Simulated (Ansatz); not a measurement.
# Mg started midway between two neighbours in cubic perovskite LaGaO3, 41 atoms, charge 0

Level of theory: DFT, PBEsol, PAW, plane waves in Ansatz 0.2.0.

The input as it was run:

```yaml
crystal:
  lattice:
    - [7.729308, 0.000000, 0.000000]
    - [0.000000, 7.729308, 0.000000]
    - [0.000000, 0.000000, 7.729308]
  atoms:
    - { symbol: La, position: [0.998682, 0.004435, 0.000851] }
    - { symbol: La, position: [0.997536, 0.997423, 0.499091] }
    - { symbol: La, position: [0.000939, 0.500849, 0.999539] }
    - { symbol: La, position: [0.004575, 0.498937, 0.500806] }
    - { symbol: La, position: [0.497979, 0.998483, 0.997353] }
    - { symbol: La, position: [0.497646, 0.000843, 0.495111] }
    - { symbol: La, position: [0.503633, 0.497770, 0.000053] }
    - { symbol: La, position: [0.601321, 0.603257, 0.499714] }
    - { symbol: Ga, position: [0.251321, 0.251566, 0.247624] }
    - { symbol: Ga, position: [0.245572, 0.249954, 0.750656] }
    - { symbol: Ga, position: [0.251986, 0.750104, 0.249951] }
    - { symbol: Ga, position: [0.247927, 0.749346, 0.748940] }
    - { symbol: Ga, position: [0.753824, 0.247847, 0.248038] }
    - { symbol: Ga, position: [0.750766, 0.254710, 0.747384] }
    - { symbol: Ga, position: [0.751401, 0.754564, 0.256377] }
    - { symbol: Ga, position: [0.748322, 0.752738, 0.752454] }
    - { symbol: O, position: [0.257252, 0.248935, 0.998206] }
    - { symbol: O, position: [0.148706, 0.140719, 0.503486] }
    - { symbol: O, position: [0.247391, 0.749536, 0.001507] }
    - { symbol: O, position: [0.247206, 0.751323, 0.501783] }
    - { symbol: O, position: [0.749226, 0.250382, 0.995519] }
    - { symbol: O, position: [0.752378, 0.251129, 0.499215] }
    - { symbol: O, position: [0.752376, 0.749533, 0.004040] }
    - { symbol: O, position: [0.750254, 0.744657, 0.500790] }
    - { symbol: O, position: [0.994220, 0.249084, 0.247328] }
    - { symbol: O, position: [0.003433, 0.250742, 0.748045] }
    - { symbol: O, position: [0.998864, 0.748609, 0.248734] }
    - { symbol: O, position: [0.000004, 0.750413, 0.756578] }
    - { symbol: O, position: [0.499595, 0.250466, 0.246547] }
    - { symbol: O, position: [0.500762, 0.252037, 0.743825] }
    - { symbol: O, position: [0.500258, 0.750643, 0.248678] }
    - { symbol: O, position: [0.498330, 0.748793, 0.746634] }
    - { symbol: O, position: [0.249099, 0.997097, 0.250282] }
    - { symbol: O, position: [0.246675, 0.000877, 0.754659] }
    - { symbol: O, position: [0.247947, 0.500279, 0.250458] }
    - { symbol: O, position: [0.245619, 0.498942, 0.749338] }
    - { symbol: O, position: [0.746956, 0.996386, 0.247722] }
    - { symbol: O, position: [0.748093, 0.999864, 0.753397] }
    - { symbol: O, position: [0.750920, 0.501744, 0.253092] }
    - { symbol: O, position: [0.751391, 0.498858, 0.752404] }
    - { symbol: Mg, position: [0.370850, 0.375702, 0.497470] }
  symmetry: { detect: false }
kpoints:
  mp_grid: { grid: [1, 1, 1], shift: [0.25, 0.25, 0.25] }
hamiltonian:
  xc: pbesol
scf:
  occupations: { method: fermi_dirac, width: 0.01 }
relax:
  f_tol: 0.03
  max_steps: 80
  escape_saddle: false
  adjacent_minimum: "off"
output:
  forces: true
  eigenvalues: true
  populations: true
```

Launch command:

```sh
ansatz run in.yaml --threads 8 --pin off --max-ram 13300MiB --runs-dir r --events-out ev --progress --plain
```

The program printed, less machine lines and repeats, with […] for rows cut from tables:

```
La: projections on atomic orbitals take those of the free atom [Kr 4d10] 4f0 5s2 5p6 5d1 6s2, of charge +0.00 (hamiltonian.pseudopotentials.projection_atoms); the dataset's partial waves leave at most 1.9e-5 of an orbital's norm unspanned inside its sphere
Pseudopotentials: kind: paw
Functional definition: PBEsol
  exchange = pbesol_x
  correlation = pbesol_c
Crystal: 41 atoms, lattice volume = 461.766 Å³
Basis set: ecut = 420 eV, 9045 PW (Γ), exchange–correlation on 108×108×108 points (8 copies of the dense FFT grid, shifted against one another)
Bands: 214, of which v1, the nominal top of the filled ones, is band 173 counted from 1 (172 counted from 0)
Symmetry: 1 space group operations
k-points: 1
Non-local potential: La, projectors of the file, l = 0: 3, l = 1: 2, l = 2: 2, l = 3: 3
Non-local potential: Ga, projectors of the file, l = 0: 2, l = 1: 2, l = 2: 3, l = 3: 1
Non-local potential: O, projectors of the file, l = 0: 2, l = 1: 2, l = 2: 1
Non-local potential: Mg, projectors of the file, l = 0: 3, l = 1: 2, l = 2: 1
PAW form: soft (Blöchl's): semilocal exchange-correlation on the pseudo side does not see the compensation charge
PAW frozen core: La, regenerated for the run's functional, and the local potential with it (the file was generated under x = pbe(κ = 0.804, μ = 0.2195149727645171), c = pbe(β = 0.06672455060314922))
PAW frozen core: Ga, regenerated for the run's functional, and the local potential with it (the file was generated under x = pbe(κ = 0.804, μ = 0.2195149727645171), c = pbe(β = 0.06672455060314922))
PAW frozen core: O, regenerated for the run's functional, and the local potential with it (the file was generated under x = pbe(κ = 0.804, μ = 0.2195149727645171), c = pbe(β = 0.06672455060314922))
PAW frozen core: Mg, regenerated for the run's functional, and the local potential with it (the file was generated under x = pbe(κ = 0.804, μ = 0.2195149727645171), c = pbe(β = 0.06672455060314922))
PAW one-centre angular grid: La, 590 points (default); XC on 64 Gauss nodes
PAW one-centre angular grid: Ga, 590 points (default); XC on 64 Gauss nodes
PAW one-centre angular grid: O, 110 points (default); XC on 64 Gauss nodes
PAW one-centre angular grid: Mg, 110 points (default); XC on 64 Gauss nodes
Initial density: superposition of atomic densities (neutral atoms: chi_scale 0, normalization atom), corrected by the library's trained network
Initial wavefunctions: pseudopotential atomic-orbital guess
Functional: x = pbesol(κ = 0.804, μ = 0.12345679012345678), c = pbesol(β = 0.046)
SCF iter   1: F=—  HF=-94635.333106 eV  |F-HF|=—  |Δ(HF+E_count)|=         —  Δρ=2.70e-2  dr2=3.10e0  ethr=1.77e-3  ⟨swp⟩=9.0  Hψ=853  notcnv=0
preconditioner: auto → Resta (q_TF=auto, 2.600 Å⁻¹)  ε∞=6.7  [insulator: Δε(μ)=0.627 eV  Ē_g=12.974 eV  σ=0.010 eV  W_gap=1.00  n_scr=146 (ndim 8)  ℏωp=31.0 eV  f_vac=0.000  D(μ)=0.00/eV (n_scr^D=0)  ε∞_Penn≈6.7]
SCF iter   2: F=—  HF=-94634.619578 eV  |F-HF|=—  |Δ(HF+E_count)|=   7.14e-1  Δρ=9.09e-3  dr2=2.52e-1  ethr=8.95e-4  ⟨swp⟩=3.0  Hψ=330  notcnv=0  defer=34
[…]
SCF 1 converged in 7 iterations: F = -94634.549929 eV  dr2 = 2.04e-5
[…]
relax step   1: F+E_penalty+E_count = -94634.54992931 eV  Δ(F+E_penalty+E_count) = +0.000e0 eV  max|allowed force component| = 2.032e1 eV/Å  Δτ_max = 0.0000 Å  (7 SCF iters, dr2 threshold 2.25e-5 eV, accepted)
Initial density: handed on by an earlier stage of this run
Initial wavefunctions: those handed on with the density
[…]
[…]
SCF 2 converged in 7 iterations: F = -94642.270453 eV  dr2 = 7.84e-6
relax step   2: F+E_penalty+E_count = -94642.27045256 eV  Δ(F+E_penalty+E_count) = -7.721e0 eV  max|allowed force component| = 6.782e0 eV/Å  Δτ_max = 0.1945 Å  (7 SCF iters, dr2 threshold 1.00e-4 eV, accepted)
[…]
relax step   3: F+E_penalty+E_count = -94645.48242748 eV  Δ(F+E_penalty+E_count) = -3.212e0 eV  max|allowed force component| = 4.137e0 eV/Å  Δτ_max = 0.1989 Å  (8 SCF iters, dr2 threshold 1.00e-4 eV, accepted)
[…]
relax step   4: F+E_penalty+E_count = -94647.32354894 eV  Δ(F+E_penalty+E_count) = -1.841e0 eV  max|allowed force component| = 3.238e0 eV/Å  Δτ_max = 0.2000 Å  (8 SCF iters, dr2 threshold 1.00e-4 eV, accepted)
preconditioner: auto → Resta (q_TF=auto, 2.600 Å⁻¹)  ε∞=6.2  [insulator: Δε(μ)=0.039 eV  Ē_g=13.618 eV  σ=0.010 eV  W_gap=0.75  n_scr=146 (ndim 8)  ℏωp=31.0 eV  f_vac=0.000  D(μ)=43.57/eV (n_scr^D=514)  ε∞_Penn≈6.2]
relax step   5: F+E_penalty+E_count = -94648.22052160 eV  Δ(F+E_penalty+E_count) = -8.970e-1 eV  max|allowed force component| = 1.504e0 eV/Å  Δτ_max = 0.1949 Å  (7 SCF iters, dr2 threshold 1.00e-4 eV, accepted)
preconditioner: auto → Resta (q_TF=auto, 2.600 Å⁻¹)  ε∞=6.2  [insulator: Δε(μ)=0.069 eV  Ē_g=13.659 eV  σ=0.010 eV  W_gap=0.94  n_scr=146 (ndim 8)  ℏωp=31.0 eV  f_vac=0.000  D(μ)=12.12/eV (n_scr^D=80)  ε∞_Penn≈6.2]
relax step   6: F+E_penalty+E_count = -94648.73628085 eV  Δ(F+E_penalty+E_count) = -5.158e-1 eV  max|allowed force component| = 9.746e-1 eV/Å  Δτ_max = 0.1918 Å  (8 SCF iters, dr2 threshold 1.00e-4 eV, accepted)
preconditioner: auto → Resta (q_TF=auto, 2.600 Å⁻¹)  ε∞=6.0  [insulator: Δε(μ)=0.227 eV  Ē_g=13.834 eV  σ=0.010 eV  W_gap=1.00  n_scr=146 (ndim 8)  ℏωp=31.0 eV  f_vac=0.000  D(μ)=0.00/eV (n_scr^D=0)  ε∞_Penn≈6.0]
relax step   7: F+E_penalty+E_count = -94649.34359328 eV  Δ(F+E_penalty+E_count) = -6.073e-1 eV  max|allowed force component| = 6.735e-1 eV/Å  Δτ_max = 0.2000 Å  (8 SCF iters, dr2 threshold 1.00e-4 eV, accepted)
preconditioner: auto → Resta (q_TF=auto, 2.600 Å⁻¹)  ε∞=6.0  [insulator: Δε(μ)=0.444 eV  Ē_g=13.839 eV  σ=0.010 eV  W_gap=1.00  n_scr=146 (ndim 8)  ℏωp=31.0 eV  f_vac=0.000  D(μ)=0.00/eV (n_scr^D=0)  ε∞_Penn≈6.0]
relax step   8: F+E_penalty+E_count = -94649.64458292 eV  Δ(F+E_penalty+E_count) = -3.010e-1 eV  max|allowed force component| = 8.657e-1 eV/Å  Δτ_max = 0.1928 Å  (8 SCF iters, dr2 threshold 1.00e-4 eV, accepted)
preconditioner: auto → Resta (q_TF=auto, 2.600 Å⁻¹)  ε∞=6.0  [insulator: Δε(μ)=0.471 eV  Ē_g=13.808 eV  σ=0.010 eV  W_gap=1.00  n_scr=146 (ndim 8)  ℏωp=31.0 eV  f_vac=0.000  D(μ)=0.00/eV (n_scr^D=0)  ε∞_Penn≈6.0]
relax step   9: F+E_penalty+E_count = -94650.01337601 eV  Δ(F+E_penalty+E_count) = -3.688e-1 eV  max|allowed force component| = 5.080e-1 eV/Å  Δτ_max = 0.2000 Å  (7 SCF iters, dr2 threshold 1.00e-4 eV, accepted)
preconditioner: auto → Resta (q_TF=auto, 2.600 Å⁻¹)  ε∞=6.0  [insulator: Δε(μ)=0.619 eV  Ē_g=13.842 eV  σ=0.010 eV  W_gap=1.00  n_scr=146 (ndim 8)  ℏωp=31.0 eV  f_vac=0.000  D(μ)=0.00/eV (n_scr^D=0)  ε∞_Penn≈6.0]
relax step  10: F+E_penalty+E_count = -94650.13407595 eV  Δ(F+E_penalty+E_count) = -1.207e-1 eV  max|allowed force component| = 6.264e-1 eV/Å  Δτ_max = 0.1951 Å  (7 SCF iters, dr2 threshold 8.89e-5 eV, accepted)
preconditioner: auto → Resta (q_TF=auto, 2.600 Å⁻¹)  ε∞=6.0  [insulator: Δε(μ)=0.518 eV  Ē_g=13.844 eV  σ=0.010 eV  W_gap=1.00  n_scr=146 (ndim 8)  ℏωp=31.0 eV  f_vac=0.000  D(μ)=0.00/eV (n_scr^D=0)  ε∞_Penn≈6.0]
relax step  11: F+E_penalty+E_count = -94650.12534747 eV  Δ(F+E_penalty+E_count) = +8.728e-3 eV  max|allowed force component| = 7.577e-1 eV/Å  Δτ_max = 0.2000 Å  (7 SCF iters, dr2 threshold 1.00e-4 eV, rejected (line search))
preconditioner: auto → Resta (q_TF=auto, 2.600 Å⁻¹)  ε∞=6.1  [insulator: Δε(μ)=0.303 eV  Ē_g=13.785 eV  σ=0.010 eV  W_gap=1.00  n_scr=146 (ndim 8)  ℏωp=31.0 eV  f_vac=0.000  D(μ)=0.00/eV (n_scr^D=0)  ε∞_Penn≈6.1]
relax step  12: F+E_penalty+E_count = -94650.27810095 eV  Δ(F+E_penalty+E_count) = -1.440e-1 eV  max|allowed force component| = 1.622e-1 eV/Å  Δτ_max = 0.0702 Å  (9 SCF iters, accepted)
preconditioner: auto → Resta (q_TF=auto, 2.600 Å⁻¹)  ε∞=6.0  [insulator: Δε(μ)=0.472 eV  Ē_g=13.833 eV  σ=0.010 eV  W_gap=1.00  n_scr=146 (ndim 8)  ℏωp=31.0 eV  f_vac=0.000  D(μ)=0.00/eV (n_scr^D=0)  ε∞_Penn≈6.0]
relax step  13: F+E_penalty+E_count = -94650.28588429 eV  Δ(F+E_penalty+E_count) = -7.783e-3 eV  max|allowed force component| = 6.790e-2 eV/Å  Δτ_max = 0.0916 Å  (7 SCF iters, dr2 threshold 1.76e-6 eV, accepted)
preconditioner: auto → Resta (q_TF=auto, 2.600 Å⁻¹)  ε∞=6.0  [insulator: Δε(μ)=0.392 eV  Ē_g=13.807 eV  σ=0.010 eV  W_gap=1.00  n_scr=146 (ndim 8)  ℏωp=31.0 eV  f_vac=0.000  D(μ)=0.00/eV (n_scr^D=0)  ε∞_Penn≈6.0]
relax step  14: F+E_penalty+E_count = -94650.28908271 eV  Δ(F+E_penalty+E_count) = -3.198e-3 eV  max|allowed force component| = 1.027e-1 eV/Å  Δτ_max = 0.0459 Å  (8 SCF iters, accepted)
preconditioner: auto → Resta (q_TF=auto, 2.600 Å⁻¹)  ε∞=6.0  [insulator: Δε(μ)=0.398 eV  Ē_g=13.821 eV  σ=0.010 eV  W_gap=1.00  n_scr=146 (ndim 8)  ℏωp=31.0 eV  f_vac=0.000  D(μ)=0.00/eV (n_scr^D=0)  ε∞_Penn≈6.0]
relax step  15: F+E_penalty+E_count = -94650.29130148 eV  Δ(F+E_penalty+E_count) = -2.219e-3 eV  max|allowed force component| = 4.853e-2 eV/Å  Δτ_max = 0.0209 Å  (6 SCF iters, dr2 threshold 1.85e-6 eV, accepted)
preconditioner: auto → Resta (q_TF=auto, 2.600 Å⁻¹)  ε∞=6.0  [insulator: Δε(μ)=0.397 eV  Ē_g=13.818 eV  σ=0.010 eV  W_gap=1.00  n_scr=146 (ndim 8)  ℏωp=31.0 eV  f_vac=0.000  D(μ)=0.00/eV (n_scr^D=0)  ε∞_Penn≈6.0]
relax step  16: F+E_penalty+E_count = -94650.29121550 eV  Δ(F+E_penalty+E_count) = +8.598e-5 eV  max|allowed force component| = 5.928e-2 eV/Å  Δτ_max = 0.0112 Å  (7 SCF iters, rejected (line search))
preconditioner: auto → Resta (q_TF=auto, 2.600 Å⁻¹)  ε∞=6.0  [insulator: Δε(μ)=0.407 eV  Ē_g=13.821 eV  σ=0.010 eV  W_gap=1.00  n_scr=146 (ndim 8)  ℏωp=31.0 eV  f_vac=0.000  D(μ)=0.00/eV (n_scr^D=0)  ε∞_Penn≈6.0]
[…]
SCF 17 converged in 7 iterations: F = -94650.291302 eV  dr2 = 1.63e-8
relax step  17: F+E_penalty+E_count = -94650.29130163 eV  Δ(F+E_penalty+E_count) = -1.519e-7 eV  max|allowed force component| = 4.856e-2 eV/Å  Δτ_max = 0.0000 Å  (7 SCF iters, accepted)
[…]
SCF 18 converged in 7 iterations: F = -94650.291215 eV  dr2 = 1.56e-8
relax step  18: F+E_penalty+E_count = -94650.29121515 eV  Δ(F+E_penalty+E_count) = +8.648e-5 eV  max|allowed force component| = 5.865e-2 eV/Å  Δτ_max = 0.0112 Å  (7 SCF iters, rejected (line search))
[…]
preconditioner: auto → Resta (q_TF=auto, 2.600 Å⁻¹)  ε∞=6.0  [insulator: Δε(μ)=0.403 eV  Ē_g=13.821 eV  σ=0.010 eV  W_gap=1.00  n_scr=146 (ndim 8)  ℏωp=31.0 eV  f_vac=0.000  D(μ)=0.00/eV (n_scr^D=0)  ε∞_Penn≈6.0]
[…]
SCF iter   5: F=—  HF=-94650.292047 eV  |F-HF|=—  |Δ(HF+E_count)|=   5.85e-7  Δρ=8.31e-6  dr2=4.08e-7  ethr=1.06e-9  ⟨swp⟩=2.0  Hψ=366  notcnv=0  defer=21
SCF iter   6: F=-94650.292047 eV  HF=-94650.292047 eV  |F-HF|=1.43e-8  |Δ(HF+E_count)|=   3.96e-8  Δρ=3.35e-6  dr2=4.33e-8  ethr=2.89e-11  ⟨swp⟩=13.0  Hψ=983  notcnv=0
SCF 19 converged in 6 iterations: F = -94650.292047 eV  dr2 = 4.33e-8
relax step  19: F+E_penalty+E_count = -94650.29204715 eV  Δ(F+E_penalty+E_count) = -7.455e-4 eV  max|allowed force component| = 1.347e-2 eV/Å  Δτ_max = 0.0056 Å  (6 SCF iters, accepted)
SCF converged after 6 iterations
Free energy (F): -94650.292047 eV
Harris-Foulkes:  -94650.292047 eV  (|F-HF|=1.43e-8)
Internal energy: -94650.292047 eV  (E = F + TS)
E sigma→0 (E₀):  -94650.292047 eV
Fermi energy:    15.935257 eV
--- Per-component energies (eV) ---
  E_band       = 425.986365
  E_kinetic    = 6817.006528
  E_local      = -24551.326101  (includes V_loc(G=0)·N_el)
  E_nonlocal   = 5524.548475
  E_hartree    = 10717.877141
  E_xc         = -3455.782102
  E_vxc        = -3959.779354  (∫ρ·V_xc dr)
  E_paw        = -62253.501474  (= ΣΔE_a)
  E_vpaw       = -4840.274278  (= ΣTr[D̂ρ^β])
  E_aug_tail   = 0.058012  (compensation charges beyond the density's cutoff)
  E_ewald      = -27458.338196
  E_core_change = 9.165670  (= ΣΔE_core)
  E_smearing   = -0.000000  (= −TS)
  E_closure    = 0.000000  (closes the sum)
  Σ components = -94650.292047   (vs F -94650.292047, Δ=0.00e0)
--- Forces (eV/Å), atoms counted from 1 ---
  atom   1  La    -0.00174925     0.00365257    -0.00551184
  atom   2  La    -0.00924735     0.00067574     0.00217477
  atom   3  La    -0.00468642    -0.00138425     0.00194267
  atom   4  La    -0.00101418    -0.00102936     0.00129447
  atom   5  La     0.00063221     0.00231241    -0.00526336
  atom   6  La     0.00280054    -0.00230303     0.00344059
  atom   7  La     0.00194150    -0.00024015    -0.00325105
  atom   8  La    -0.01017902    -0.00508751    -0.00259638
  atom   9  Ga     0.00298444    -0.00051264    -0.00190123
  atom  10  Ga    -0.00133011    -0.00226555     0.00173393
  atom  11  Ga    -0.00155156     0.00211719    -0.00009806
  atom  12  Ga    -0.00073056     0.00544722     0.00433801
  atom  13  Ga    -0.00180795     0.00112169     0.00270592
  atom  14  Ga     0.00145314    -0.00033550     0.00097307
  atom  15  Ga    -0.00000252    -0.00177261     0.00284924
  atom  16  Ga     0.00257318     0.00126764    -0.00015471
  atom  17  O      0.00108281     0.00140126     0.00209900
  atom  18  O      0.00436210     0.01346680     0.00243511
  atom  19  O      0.00077638     0.00260839     0.00190472
  atom  20  O      0.00591769    -0.00983145    -0.00226163
  atom  21  O      0.00071285     0.00047623    -0.00080651
  atom  22  O      0.00596388    -0.00180831     0.00182552
  atom  23  O     -0.00173568     0.00025885     0.00097059
  atom  24  O      0.00030888     0.00778247     0.00004953
  atom  25  O     -0.00295030     0.00161708    -0.00104528
  atom  26  O      0.00058941    -0.00286489    -0.00003042
  atom  27  O      0.00224602     0.00156097     0.00254354
  atom  28  O      0.00008863     0.00013186    -0.00043346
  atom  29  O     -0.00284080    -0.00001042    -0.00114828
  atom  30  O     -0.00621228     0.00287749    -0.00255624
  atom  31  O      0.00135138     0.00049748    -0.00079311
  atom  32  O     -0.00045317     0.00005251     0.00055107
  atom  33  O     -0.00089970    -0.00708439     0.00013479
  atom  34  O      0.00118327    -0.00291723    -0.00076777
  atom  35  O      0.00228121     0.00291589     0.00632447
  atom  36  O      0.00357124    -0.00390582    -0.01121042
  atom  37  O      0.00046481    -0.00286904    -0.00059312
  atom  38  O     -0.00011082    -0.00166963     0.00259279
  atom  39  O     -0.00005981    -0.00221461    -0.00662659
  atom  40  O      0.00206190    -0.00116251    -0.00039591
  atom  41  Mg     0.00225356    -0.00097340     0.00474545
  max |Σ_I F_I| component: 1.84e-4 eV/Å
--- Band table (eV) ---
  k-point 0: bands = ["-60.8063", "-27.8772", "-27.7385", "-27.7295", "-18.0464", "-18.0166", "-17.9530", "-17.9349", "-17.8582", "-17.8128", "-17.6613", "-17.0893", "-6.7151", "-6.4686", "-6.3570", "-6.3295", "-6.1460", "-6.0425", "-5.9798", "-5.7461", "-5.6407", "-5.5053", "-5.4540", "-5.3872", "-5.2676", "-5.2168", "-5.1541", "-5.1418", "-5.0788", "-5.0452", "-5.0046", "-4.9546", "-4.9090", "-4 …
--- Relaxed structure (19 steps of the walk, 16 accepted, 0 SCFs on fresh bases) ---
  F+E_penalty+E_count = -94650.29204715 eV   max|allowed force component| = 1.347e-2 eV/Å
  atoms:
    - { symbol: La, position: [1.0254048688203847, -0.02704137632984025, -0.0003532267993889211] }
    - { symbol: La, position: [0.982281951101591, 1.0016400508300942, 0.5005945608774661] }
    - { symbol: La, position: [0.007339513777969063, 0.48249045669206253, 0.998431201166887] }
    - { symbol: La, position: [-0.022569058550188644, 0.5303759102729644, 0.5009648600422772] }
    - { symbol: La, position: [0.5085614209285307, 0.9844150497044404, 1.0003897828955726] }
    - { symbol: La, position: [0.4891816744141313, 0.013966259030648256, 0.498762056147147] }
    - { symbol: La, position: [0.5069274797698777, 0.4970041245420752, -0.00046784630880280397] }
    - { symbol: La, position: [0.6049941384055139, 0.5175820947907986, 0.49993621833739355] }
    - { symbol: Ga, position: [0.2434302431216473, 0.23399744449896526, 0.23691406879065113] }
    - { symbol: Ga, position: [0.24410200655171965, 0.23425952084755267, 0.763475143327643] }
    - { symbol: Ga, position: [0.25656618046482094, 0.7387301889531764, 0.25497393500496707] }
    - { symbol: Ga, position: [0.25714211597936065, 0.7391599943622744, 0.7448693926559411] }
    - { symbol: Ga, position: [0.748871453241333, 0.24704922891966058, 0.24452382565817218] }
    - { symbol: Ga, position: [0.7485964462735754, 0.24668677538291994, 0.7548480533102885] }
    - { symbol: Ga, position: [0.7552695612609601, 0.7613459052112548, 0.24203459436850752] }
    - { symbol: Ga, position: [0.7543275216811466, 0.761227100446548, 0.7582186550854322] }
    - { symbol: O, position: [0.2931831598615699, 0.2724728166594838, 1.000715521035551] }
    - { symbol: O, position: [0.20598418070880764, 0.20050096407838666, 0.49806205399774045] }
    - { symbol: O, position: [0.23220041425885127, 0.7112179303123245, -0.0008862471732687193] }
    - { symbol: O, position: [0.2701379585485278, 0.7838547943546992, 0.5003022921588406] }
    - { symbol: O, position: [0.6917330887949941, 0.24335010511891314, 0.9991134819134391] }
    - { symbol: O, position: [0.7954208763284278, 0.26064694204843436, 0.5008198439595416] }
    - { symbol: O, position: [0.7778029158111358, 0.7730302138076738, 0.00029226503177434785] }
    - { symbol: O, position: [0.7545261534934532, 0.7733230279076575, 0.4996940589060045] }
    - { symbol: O, position: [0.9953573151161483, 0.209514175595433, 0.19886413445575157] }
    - { symbol: O, position: [-0.0040500243353486605, 0.21046715286099713, 0.7998426213566103] }
    - { symbol: O, position: [1.0037473104223993, 0.7873742035553571, 0.2668509965033913] }
    - { symbol: O, position: [0.003139781986440496, 0.7840568305522916, 0.7329277813545757] }
    - { symbol: O, position: [0.4888164426896542, 0.2843074203231299, 0.3033298569220452] }
    - { symbol: O, position: [0.4867575431359424, 0.28375500792898684, 0.6949893082282441] }
    - { symbol: O, position: [0.50575381984371, 0.7159752064204733, 0.2268777624525884] }
    - { symbol: O, position: [0.5061999595255094, 0.7159399768221371, 0.772939251431523] }
    - { symbol: O, position: [0.28406608339074163, 0.9908064021822216, 0.21452427095384222] }
    - { symbol: O, position: [0.2838499489118172, -0.008178502014240172, 0.7851055591054905] }
    - { symbol: O, position: [0.1998078910132733, 0.4887793450882245, 0.2672410659169495] }
    - { symbol: O, position: [0.20186041382302106, 0.48770676977656857, 0.73307397594012] }
    - { symbol: O, position: [0.7077092920279893, 1.0054056107093885, 0.2629454663005013] }
    - { symbol: O, position: [0.7066055431606875, 1.004982913662612, 0.7363126016403758] }
    - { symbol: O, position: [0.7813510341660163, 0.5019606833782939, 0.23176990331251748] }
    - { symbol: O, position: [0.7783581182163205, 0.5015534109312733, 0.7700298458448616] }
    - { symbol: Mg, position: [0.30048826185753713, 0.4238838697836821, 0.4998260538908333] }
--- Löwdin populations: 41 sites ---
  site symbol       q [e]
     0     La     10.0146
     1     La     10.0024
[…]
    39      O      6.5456
    40     Mg      8.3775
  spilling = 0.003298 (of n_electrons = 346.000000)
```

Total energies depend on the potentials used, so only differences within one code and one set of settings carry meaning.

One k point and one spin start were run, so the state needn't be the lowest, and an added charge can sit in a band of the host.

Time: 38 s of wall time on a shared host.
